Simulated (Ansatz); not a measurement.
Geometry optimisation in Ansatz: input, command and trajectory.

```yaml
crystal:
  lattice:
    - [2.8850553681, 0.0, 0.0]
    - [-1.442527684, 2.4985312401, 0.0]
    - [0.0, 0.0, 4.6261781784]
  atoms:
    - { symbol: Ti, position: [0.6666666667, 0.3333333333, 0.264232658] }
    - { symbol: Ti, position: [0.3333333333, 0.6666666667, 0.735767342] }
    - { symbol: O, position: [0.0, 0.0, 0.0] }
basis:
  ecutwfc: 420
kpoints:
  mp_grid: { grid: [18, 18, 10] }
hamiltonian:
  xc: pbesol
scf:
  occupations: { method: gaussian, width: 0.1 }
output:
  forces: true
  stress: true
  eigenvalues: true
relax:
  adjacent_minimum: "off"
  f_tol: 0.008
  max_steps: 50
  cell: { stress_tol: 0.08, p_target: 15.0 }
```

```bash
ansatz run input.yaml --threads 1 --pin off --max-ram 1331MiB --backend cpu --events-out ev --progress --plain --runs-dir out
```

Level of theory: Ansatz 0.2.0, DFT PBEsol, scalar-relativistic, plane waves, PAW.

Of 5 frames 4 are shown, positions in Å and forces in eV/Å; the SCF threshold varies from step to step. Steps run on the plane waves of an earlier cell, with a Pulay correction in the pressure. The basis is chosen afresh for the last frame, the zero of the energies, and at times for earlier ones too; energy and pressure step there, also at an unchanged geometry. The relaxation lowers the enthalpy F + PV at the target pressure, so the free energy itself can rise.

```xyz
3
Lattice="2.8851 0.0000 0.0000 -1.4425 2.4985 0.0000 0.0000 0.0000 4.6262" Properties=species:S:1:pos:R:3:forces:R:3 pbc="T T T" step=1 free_energy_over_end_meV_per_atom=1.38 pressure_GPa=15.49
Ti    1.4425    0.8328    1.2224    0.0000    0.0000    0.0938
Ti    0.0000    1.6657    3.4038    0.0000    0.0000   -0.0938
O     0.0000    0.0000    0.0000    0.0000    0.0000    0.0000
3
Lattice="2.8851 0.0000 0.0000 -1.4426 2.4986 0.0000 0.0000 0.0000 4.6255" Properties=species:S:1:pos:R:3:forces:R:3 pbc="T T T" step=2 free_energy_over_end_meV_per_atom=1.36 pressure_GPa=15.42
Ti    1.4426    0.8329    1.2255    0.0000    0.0000    0.0265
Ti    0.0000    1.6657    3.4000    0.0000    0.0000   -0.0265
O     0.0000    0.0000    0.0000    0.0000    0.0000    0.0000
3
Lattice="2.8841 0.0000 0.0000 -1.4420 2.4977 0.0000 0.0000 0.0000 4.6367" Properties=species:S:1:pos:R:3:forces:R:3 pbc="T T T" step=3 free_energy_over_end_meV_per_atom=-0.41 pressure_GPa=14.90
Ti    1.4420    0.8326    1.2307    0.0000    0.0000   -0.0005
Ti    0.0000    1.6651    3.4060    0.0000    0.0000    0.0005
O     0.0000    0.0000    0.0000    0.0000    0.0000    0.0000
3
Lattice="2.8838 0.0000 0.0000 -1.4419 2.4974 0.0000 0.0000 0.0000 4.6355" Properties=species:S:1:pos:R:3:forces:R:3 pbc="T T T" step=5 free_energy_over_end_meV_per_atom=0.00 pressure_GPa=15.02
Ti    1.4419    0.8325    1.2304    0.0000    0.0000   -0.0003
Ti    0.0000    1.6650    3.4052    0.0000    0.0000    0.0003
O     0.0000    0.0000    0.0000    0.0000    0.0000    0.0000
```

Spin polarisation was left out, and a magnetic state may lie lower.